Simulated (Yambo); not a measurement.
Rb2LiAsF6 (space group Fm-3m, No. 225), G0W0@LDA (Yambo, plasmon pole, terminator in G, 2×2×2 mesh): gap X → L in eV by bands and screening block.

```csv
bands (W and G),2 Ry,3 Ry,5 Ry,6 Ry,8 Ry
76,7.96,7.76,7.69,?,7.67
115,7.69,7.48,?,7.41,7.41
167,7.60,7.37,7.31,7.31,7.33
231,?,7.33,7.28,7.28,7.29
297,7.55,7.32,7.26,7.26,7.28
```

Estimate the withheld gaps from their neighbours; the computed values follow.


- 76, 6 Ry: 7.68
- 115, 5 Ry: 7.42
- 231, 2 Ry: 7.56

The largest settings aren't shown to be the converged limit.

The standard potential for As keeps a d shell in the valence without the s and p states of that shell. In tests on such compounds this moved G0W0 gaps by up to about 0.9 eV, so absolute quasiparticle energies here are unreliable; differences between settings are what counts.

Spin-orbit coupling is not included.

Geometry of the Materials Project entry, not relaxed at this level; primitive cell a = b = c = 6.028 Å, α = β = γ = 60.00°.

The structure is a Materials Project entry; no match was found in the copy of COD used, and its stability was not checked.
